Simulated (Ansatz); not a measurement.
KCl (rock salt, space group No. 225), plane-wave PAW r²SCAN (Ansatz code). The conduction-band minimum lies at Γ, with 1 equivalent valley. Second derivatives d²E/dk² of the lowest band at one valley (eV·Å²), along Cartesian directions:

| direction | d²E/dk² |
|---|---|
| [100] | 17.03 |
| [010] | 17.03 |
| [001] | 17.03 |
| [110] | 17.03 |
| [101] | 17.03 |
| [011] | 17.03 |

Task: Find the principal effective masses, the density-of-states mass and the conductivity mass.

Result: Off-diagonal terms follow from H_xy = H[110] − (H_xx + H_yy)/2, and m*/mₑ = 7.620 eV·Å² over each eigenvalue: 0.45, 0.45, 0.45. One valley's DOS mass (m₁m₂m₃)^(1/3) = 0.45, conductivity mass 3/(Σ 1/mᵢ) = 0.45 mₑ.

Task: What effective density of states Nc follows at 300 K for parabolic valleys?

Result: Nc = 2.509e19 × 1 × (0.45)^(3/2) ≈ 7.6e18 cm⁻³.

Task: With the computed static dielectric constant 4.73 (mean of the diagonal), estimate a hydrogenic donor's binding energy and radius.

Result: E = 13.606 eV × 0.45/4.73² ≈ 270 meV; a = 0.529 Å × ε/m* ≈ 5.6 Å. Semilocal masses tend to be too small where the gap is.

Task: With ε∞ = 2.25 and ω_LO = 210 cm⁻¹, what Fröhlich coupling constant follows?

Result: α = (1/ε∞ − 1/ε0) √(m* × 13.606 eV/ħω_LO) = 3.6.

Space group Fm-3m (rock salt). The cell was relaxed with r²SCAN under the symmetry of its start; phonons on a q-mesh show no instability.

Potentials: the later of the program's two PAW sets.
